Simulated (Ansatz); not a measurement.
ZnS: pressure against volume

ZnS, P6_3mc, a = 3.847 Å, c = 12.590 Å. The compound has several low-lying forms, and this is one of them. Ansatz: PBE, PAW, 420 eV, Γ-centred 12×12×4 mesh on 8 atoms, Gaussian smearing 0.02 eV; no spin polarisation. Shape and atoms are relaxed at each volume; pressure is positive in compression.

```tsv
V (Å³/atom)	P (GPa)
18.958	?
19.563	2.28
20.168	0.02
20.773	-1.90
21.378	-3.54
```

Take V0 = 20.168 Å³/atom, count pressures from its P0 = 0.02 GPa, fit the third-order Birch–Murnaghan form to the other rows, and predict the missing pressure.

With the Eulerian strain f = ½[(V0/V)^(2/3) − 1] and y = (P − P0)/[3f(1 + 2f)^(5/2)], the form is the line y = B0 + 1.5 B0 (B0′ − 4) f. Rows (f, y): 0.01026, 69.8; -0.00976, 68.9; -0.01905, 68.6. Means f = -0.006183, y = 69.100; Σ(Δf)² = 0.0004487, ΣΔfΔy = 0.01866; the slope is their ratio. y = 69.36 + 41.58 f GPa, so B0 = 69.4 GPa and B0′ = 4 + 2 × (41.58)/(3 × 69.36) = 4.40. At V = 18.958, f = 0.02105, y = 70.24 and P = 4.94 GPa. The run gave 4.94 GPa, the same to the digits shown. The form still works here, 33 % of the fitted range beyond its end.